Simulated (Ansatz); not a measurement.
CsBr (CsCl type, Pm-3m), plane-wave PAW PBE (Ansatz code). The conduction-band minimum lies at Γ, with 1 equivalent valley. Second derivatives d²E/dk² of the lowest band at one valley (eV·Å²), along Cartesian directions:

```
direction  d²E/dk²
---------  -------
[100]        23.77
[010]        23.77
[001]        23.77
[110]        23.77
[101]        23.77
[011]        23.77
```

Problem. Find the principal effective masses, the density-of-states mass and the conductivity mass.

Solution. Off-diagonal terms follow from H_xy = H[110] − (H_xx + H_yy)/2, and m*/mₑ = 7.620 eV·Å² over each eigenvalue: 0.32, 0.32, 0.32. One valley's DOS mass (m₁m₂m₃)^(1/3) = 0.32, conductivity mass 3/(Σ 1/mᵢ) = 0.32 mₑ.

Problem. What effective density of states Nc follows at 300 K for parabolic valleys?

Solution. Nc = 2.509e19 × 1 × (0.32)^(3/2) ≈ 4.5e18 cm⁻³.

The cell was relaxed with PBE under the symmetry of its start. Scalar-relativistic: spin–orbit coupling is off unless named, which matters more the heavier the elements.

Potentials: the later of the program's two PAW sets.

Edges and masses are those of Kohn–Sham bands, whose gap is no quasiparticle gap.
